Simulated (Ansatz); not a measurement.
Be2Sn:
```yaml
crystal:
  lattice:
    - [0.00000, 2.90117, 2.90117]
    - [2.90117, 0.00000, 2.90117]
    - [2.90117, 2.90117, 0.00000]
  atoms:
    - { symbol: Sn, position: [0.00000, 0.00000, 0.00000] }
    - { symbol: Be, position: [0.25000, 0.25000, 0.25000] }
    - { symbol: Be, position: [0.75000, 0.75000, 0.75000] }
```

Relaxed with r²SCAN. Special points in fractions of this cell's reciprocal vectors: Γ (0.000, 0.000, 0.000); X (0.500, 0.000, 0.500); U (0.625, 0.250, 0.625); K (0.375, 0.375, 0.750); L (0.500, 0.500, 0.500); W (0.500, 0.250, 0.750).

Problem. List the band energies nearest the Fermi level at these points for r²SCAN in the plane-wave PAW code Ansatz.

Solution. In eV from the Fermi level; about four levels below and three above (degenerate sets whole), none deeper than 8.9 eV; points with the same levels are listed once.

```tsv
k	below	above
Γ	–	0.91 0.91 0.91
X	-6.55 -3.71 -3.71 -0.47	0.87 7.45 7.45
U	-8.67 -6.03 -5.45 -3.14	0.40 3.66 5.32
L	-7.11 -1.32 -1.32	1.69 1.69 2.05
W	-8.52 -5.55 -5.55 -4.53	3.00 3.00 4.60
```

Space group Fm-3m (fluorite or antifluorite type). A made-up cell: these elements were put on the sites of a structure type; neither database checked (COD, Materials Project) lists it. Whether it is the stable phase at ambient conditions was not checked. The cell was relaxed with r²SCAN under the symmetry of its start; whether a distortion lowers the energy is not shown. Spin–orbit coupling is left out wherever it is not named.

Potentials: the earlier of the program's two PAW sets. The files were generated under PBE; for other functionals the program regenerates the frozen cores, and for LDA and PBEsol the local potential too.
